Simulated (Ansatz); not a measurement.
## Calculated contact hyperfine fields for MnSi

Cell: a structure deposited in the COD whose atoms were relaxed with PBE, the cell held.

Space group P2_13 (No. 198); a = 4.5561 Å.

| site | Wyckoff | site symmetry | x | y | z |
| --- | --- | --- | --- | --- | --- |
| Mn | 4a | .3. | 0.1356 | 0.1356 | 0.1356 |
| Si | 4a | .3. | 0.8449 | 0.8449 | 0.8449 |

One atom of each set is listed.

All values are calculated (Ansatz; DFT, PBE, plane waves and PAW, scalar-relativistic, collinear spin, 420 eV cutoff, Γ-centred 7×7×7 k-points, Fermi–Dirac smearing 0.05 eV), not measured. Start moments as typed (μB): 3 on each Mn, none on the rest.

B_c = (2μ₀/3)μB(ρ↑ − ρ↓), with the spin density averaged over the Thomson radius around the nucleus, 7.77 T per e/Å³, positive along the up direction of the run. The valence column is what the valence and semicore waves of the PAW files give as listed; the rest comes from solving these waves and the inner shells again in each spin's potential.

Problem. Give the site moments and the Fermi-contact fields.

Solution. The cell's net moment is 3.97 μB; the site moments, counted in spheres around the atoms, add up to 3.87 μB, and the difference lies between the spheres. One atom of each set is listed.

```json
{"site": "Mn", "m (μB)": "1.01", "B_c (T)": "-10.1", "valence column (T)": "7.3", "rest (T)": "-17.3"}
{"site": "Si", "m (μB)": "-0.04", "B_c (T)": "-6.8", "valence column (T)": "-6.8", "rest (T)": "0.0"}
```

On Mn the field amounts to -10.0 T per μB of the site's moment: core polarisation sets it against the moment.

At this cell the PBE pressure is -5 GPa, with principal stresses up to 5 GPa in size, so it isn't the equilibrium cell of PBE. The magnetic order is the one that the run reached from its start moments, not necessarily the measured one. The run finds no gap above 0.1 eV, so moments and fields hang on the k-mesh and the smearing. Semilocal functionals underestimate the core's part of the field; in a metal the conduction electrons' part and a positive orbital field can offset that, so a measured field can be larger or smaller. Orbital and dipolar fields are left out.
